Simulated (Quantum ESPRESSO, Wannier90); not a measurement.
## Wannier functions of LiH (rock salt)

```xyz
2
Lattice="0.0000 2.0086 2.0086 2.0086 0.0000 2.0086 2.0086 2.0086 0.0000" Properties=species:S:1:pos:R:3 pbc="T T T"
Li     0.0000     0.0000     0.0000
H      2.0086     2.0086     2.0086
```

Structure: Materials Project mp-23703, symmetrised, not relaxed again. COD (Crystallography Open Database) has an entry of this formula and space group (matched by these alone). Computed values, not measurements, from PBEsol: Quantum ESPRESSO (norm-conserving PseudoDojo potentials, cutoff 60 Ry, no spin polarisation, no spin-orbit coupling) on a Γ-centred 12×12×12 mesh, then Wannier90. Density: 14×14×14 mesh, cold smearing 0.01 Ry.

Valence charges of the files: Li 3, H 1. 12 bands were computed.

Isolated groups of bands, relative to the valence-band maximum (bands from 3 on overlap up to the last one computed):

```tsv
bands	from (eV)	to (eV)	filling	weight on atomic waves
1	-43.73	-43.67	filled	Li 1s 98 %
2	-5.52	0.00	filled	H 1s 78 %, Li 2s 19 %
```

Wanted is a model with the orbitals Li s p, H s, without the filled groups that are mainly made of other shells (semicore states, and anion s where it isn't named); all higher bands stay in for disentanglement.

Question: Give num_wann, exclude_bands and num_bands, and the number of electrons that the model holds.

Answer: Electrons: 1×3 + 1×1 = 4, which fill 2 bands.
num_wann = 1×4 + 1×1 = 5.
exclude_bands = 1, 1 bands, so num_bands = 12 − 1 = 11.
The model holds 4 − 2×1 = 2 electrons. With the window frozen to 4.26 eV it follows pw.x to 19 meV rms (states up to 3.8 eV relative to the valence-band maximum).
